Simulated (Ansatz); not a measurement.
ZrBrN:
```yaml
crystal:
  lattice:
    - [3.61353, 0.00000, 0.00000]
    - [0.00000, 4.10442, 0.00000]
    - [0.00000, 0.00000, 8.83327]
  atoms:
    - { symbol: Zr, position: [0.00000, 0.50000, 0.10006] }
    - { symbol: Zr, position: [0.50000, 0.00000, 0.89994] }
    - { symbol: Br, position: [0.00000, 0.00000, 0.66352] }
    - { symbol: Br, position: [0.50000, 0.50000, 0.33648] }
    - { symbol: N, position: [0.00000, 0.00000, 0.03117] }
    - { symbol: N, position: [0.50000, 0.50000, 0.96883] }
```

Relaxed with r²SCAN+D4. Special points in fractions of this cell's reciprocal vectors: Γ (0.000, 0.000, 0.000); X (0.500, 0.000, 0.000); S (0.500, 0.500, 0.000); Y (0.000, 0.500, 0.000); Z (0.000, 0.000, 0.500); U (0.500, 0.000, 0.500); R (0.500, 0.500, 0.500); T (0.000, 0.500, 0.500).

**Question.** List the band energies nearest the valence-band maximum at these points for r²SCAN+D4 with spin–orbit coupling in the plane-wave PAW code Ansatz.

**Answer.** In eV from the valence-band maximum; about four levels below and three above (degenerate sets whole), none deeper than 8.9 eV; points with the same levels are listed once.

| k | below | above |
|---|---|---|
| Γ | -0.48 -0.48 0.00 0.00 | 2.22 2.22 3.66 3.66 |
| X | -1.01 -1.01 -1.01 -1.01 | 3.87 3.87 3.87 3.87 |
| S | -1.47 -1.47 -1.47 -1.47 | 3.47 3.47 3.47 3.47 |
| Y | -1.05 -1.05 -1.05 -1.05 | 3.26 3.26 3.26 3.26 |
| Z | -0.63 -0.63 -0.04 -0.04 | 2.22 2.22 3.65 3.65 |
| U | -1.01 -1.01 -1.01 -1.01 | 3.73 3.73 3.73 3.73 |
| R | -1.50 -1.50 -1.50 -1.50 | 3.47 3.47 3.47 3.47 |
| T | -1.00 -1.00 -1.00 -1.00 | 3.29 3.29 3.29 3.29 |

Space group Pmmn. The first step of the workflow began from a Materials Project structure, measured or hypothetical; the Crystallography Open Database files this formula in space group No. 59, but the cells were not matched. Its standing as an ambient phase is unchecked. The cell was relaxed with r²SCAN+D4 under the symmetry of its start; its stability against distortions is not shown here. The run is not spin-polarised.

Potentials: the later of the program's two PAW sets.
